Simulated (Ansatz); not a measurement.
MgH2 (rutile, P4_2/mnm), DFT-PBE in the program Ansatz with PAW potentials. The conduction-band minimum lies on the A–Z line, 21 % of the way from A, with 4 equivalent valleys. Second derivatives d²E/dk² of the lowest band at one valley (eV·Å²), along Cartesian directions:

| direction | d²E/dk² |
|---|---|
| [100] | 15.57 |
| [010] | 15.57 |
| [001] | 17.03 |
| [110] | 11.03 |
| [101] | 16.29 |
| [011] | 16.29 |

Task: Find the principal effective masses, the density-of-states mass and the conductivity mass.

Result: Off-diagonal terms follow from H_xy = H[110] − (H_xx + H_yy)/2, and m*/mₑ = 7.620 eV·Å² over each eigenvalue: 0.38, 0.45, 0.69. One valley's DOS mass (m₁m₂m₃)^(1/3) = 0.49, conductivity mass 3/(Σ 1/mᵢ) = 0.47 mₑ.

Task: What effective density of states Nc follows at 300 K for parabolic valleys?

Result: Nc = 2.509e19 × 4 × (0.49)^(3/2) ≈ 3.4e19 cm⁻³.

The PBE relaxation kept the symmetry of its start.

Potentials: the later of the program's two PAW sets.

Edges and masses are those of Kohn–Sham bands, whose gap is no quasiparticle gap.
